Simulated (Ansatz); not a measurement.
**How much do the gradients of Sr₄Nb₃PO₁₄ depend on the method?**

Cell: a Materials Project structure (computed, not necessarily an observed phase), its atoms then relaxed with PBE in this cell.

```
CELL_PARAMETERS angstrom
4.04962 0.00000 0.00000
0.04336 5.73701 0.00000
2.00826 0.88199 13.37119
ATOMIC_POSITIONS crystal
Sr 0.29368 0.07979 0.41960
Sr 0.71214 0.53433 0.59193
Sr 0.48189 0.46692 0.10258
Sr 0.53716 0.93389 0.91894
Nb 0.85897 0.56675 0.31735
Nb 0.18987 0.97821 0.67866
Nb 0.05582 0.41676 0.87601
P 0.00673 0.02929 0.13246
O 0.38580 0.00669 0.12009
O 0.54663 0.38050 0.89487
O 0.87506 0.77946 0.17917
O 0.08452 0.09954 0.82043
O 0.81282 0.81661 0.39202
O 0.20581 0.25600 0.60120
O 0.21731 0.78880 0.56820
O 0.78602 0.33714 0.42242
O 0.94120 0.10802 0.02353
O 0.00903 0.61518 0.98255
O 0.89360 0.23606 0.20108
O 0.10949 0.62129 0.76659
O 0.34569 0.52690 0.29477
O 0.65085 0.94214 0.69550
```

Atom numbers follow the list; atoms alike are taken as one site, whose name carries the number of the first.

First run. The numbers come from a DFT calculation in Ansatz (PBE, plane waves and PAW, scalar-relativistic, 420 eV cutoff, Γ-centred 6×4×2 k-points, Fermi–Dirac smearing 0.02 eV).

```csv
site,atom,V_zz (10²¹ V/m²),η
Sr1,1,7.97,0.44
Sr2,2,10.04,0.62
Sr3,3,1.53,0.54
Sr4,4,-5.82,0.29
Nb5,5,9.48,0.85
Nb6,6,-8.76,0.43
Nb7,7,-14.34,0.49
P,8,-1.68,0.94
O11,11,11.35,0.26
O12,12,2.77,0.53
O13,13,1.38,0.38
O14,14,-1.37,0.76
O15,15,-1.64,0.69
O16,16,-1.27,0.98
```

Second run. The same atoms and settings, except that the functional is r2SCAN and the cutoff is 500 eV.

**Question.** What does the second run give?

**Answer.** 

```csv
site,atom,V_zz,η,change of V_zz
Sr1,1,8.34,0.45,+0.37
Sr2,2,10.44,0.62,+0.40
Sr3,3,1.67,0.59,+0.14
Sr4,4,-5.99,0.34,-0.17
Nb5,5,9.85,0.78,+0.37
Nb6,6,-8.92,0.45,-0.16
Nb7,7,-14.63,0.53,-0.29
P,8,-1.71,0.95,-0.03
O11,11,11.67,0.28,+0.32
O12,12,2.90,0.42,+0.13
O13,13,1.27,0.22,-0.11
O14,14,-1.23,0.84,+0.14
O15,15,-1.61,0.71,+0.03
O16,16,1.18,0.94,–
```

The largest change of V_zz along a kept axis is on Sr2, from 10.04 to 10.44. In per cent, |V_zz| changes by +3 to +9 on Sr, +2 to +4 on Nb, +2 on P, -10 to +5 on O (all sites that start above 0.5, bar those whose gradient vanishes or changes sign or whose main axis turns by over 40°). Where |V_zz| stays above 0.1 and the axes keep their order, η moves most on O13, from 0.38 to 0.22. On O16 the largest principal value lies along another axis in the second run, so the two V_zz can't be compared directly. The table leaves out 8 of the 22 sites, with |V_zz| up to 10.94; their tensors move by 0.31 at most along any direction. The statements above cover all sites.

Without spin–orbit coupling (the program notes it for Nb and Sr) the gradients are little affected as a rule: paired runs on crystals with a gap mostly move them by under 2 % at such atoms.
For the second run: At this cell the principal stresses reach 5 GPa in size with r2SCAN, which can matter for small gradients. The largest force is 0.7 eV/Å, so the atoms aren't at the calculated equilibrium and relaxing them would move these values.
